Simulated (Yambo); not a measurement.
SnS₂ (CdI2 type, space group P-3m1, No. 164): the exchange self-energy on PBEsol orbitals (Yambo, 6×6×2 mesh) holds the Coulomb divergence, which is integrated with random points (RandQpts).

```
random points  exchange-only gap (0, 0.167, 0) → L (eV)  shift of the valence edge (eV)  gap against the reference (meV)
-------------  ----------------------------------------  ------------------------------  -------------------------------
1,000                                              7.20                           -2.40                                3
10,000                                             7.19                           -2.36                               -6
100,000                                            7.21                           -2.40                               14
1,000,000                                          7.20                           -2.38                                4
5,000,000                                          7.20                           -2.37                        reference
```

From 1,000 points on, the gap stays within 20 meV of the run with most points. The error is statistical; each row is a single draw, so the rows fix no rate of convergence.

Spin-orbit coupling is not included.

Geometry of the Materials Project entry, not relaxed at this level; primitive cell a = b = 3.674 Å, c = 6.229 Å, α = β = 90.00°, γ = 120.00°.

A shift is the quasiparticle energy of the state minus its PBEsol energy.

The distance between layers or molecules is the database entry's, not relaxed here. Functionals without dispersion can leave it too large, which widens gaps and weakens the response across layers: the numbers belong to this cell.
